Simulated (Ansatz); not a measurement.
Here is the system:

InGaAs₂:
Space group P-4m2 (No. 115); a = 4.153 Å, b = 4.153 Å, c = 5.919 Å, α = 90.00°, β = 90.00°, γ = 90.00°

| atom | site | symmetry | x | y | z |
|---|---|---|---|---|---|
| In | 1d | -4m2 | 0.0000 | 0.0000 | 0.5000 |
| Ga | 1b | -4m2 | 0.5000 | 0.5000 | 0.0000 |
| As | 2g | 2mm. | 0.0000 | 0.5000 | 0.2301 |

This is the r²SCAN-relaxed structure.

Question: All from DFT-r²SCAN in the program Ansatz with PAW potentials, unless another level is named. Estimate the highest zone-centre frequency (without LO–TO term).

Answer: 243 cm^-1.

Question: Next, the Poisson's ratio?

Answer: 0.26.

The workflow started from a Materials Project entry (that database holds measured and hypothetical structures alike); the Crystallography Open Database copy checked does not list it. With In and Ga taken as one species the cell has the higher symmetry F-43m, so it may be an ordered model of a mixed-site phase. Whether it is the stable phase at ambient conditions was not checked. The r²SCAN relaxation kept the symmetry of its start; whether a distortion lowers the energy is not shown.

Potentials: the later of the program's two PAW sets.
